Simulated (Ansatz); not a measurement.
Space group I4/mmm (No. 139). a = 3.739 Å, b = 3.739 Å, c = 12.278 Å, α = 90.00°, β = 90.00°, γ = 90.00°
| atom | site | symmetry | x | y | z |
| --- | --- | --- | --- | --- | --- |
| K | 2a | 4/mmm | 0.0000 | 0.0000 | 0.0000 |
| Ni | 4d | -4m2 | 0.0000 | 0.5000 | 0.2500 |
| S | 4e | 4mm | 0.0000 | 0.0000 | 0.3482 |

Equation of state of this KNi2S2 structure (not necessarily the ground state), with shape and atoms relaxed at each volume where symmetry leaves them free. It has no gap at any of these volumes. Theory: DFT PBEsol, scalar-relativistic, plane waves, PAW (Ansatz).

Settings: cutoff 420 eV, Γ-centred mesh 14×14×14 on the computed 5-atom cell, Gaussian smearing of 0.10 eV; no spin polarisation.

| V (Å³/atom) | E − E(largest V) (meV/atom) | P (GPa) |
| --- | --- | --- |
| 15.107 | 28.52 | 9.08 |
| 15.622 | 4.44 | 6.11 |
| 16.137 | -10.98 | 3.67 |
| 16.652 | -19.28 | 1.67 |
| 17.167 | -21.72 | 0.00 |
| 17.682 | -19.38 | -1.31 |
| 18.197 | -13.13 | -2.40 |
| 18.884 | 0.00 | -3.52 |

Problem. Fit a third-order Birch–Murnaghan equation to E(V).

Solution. V0 = 17.16 Å³/atom, B0 = 50 GPa, B0' = 5.7.

Spin polarisation was left out, and a magnetic state may lie lower.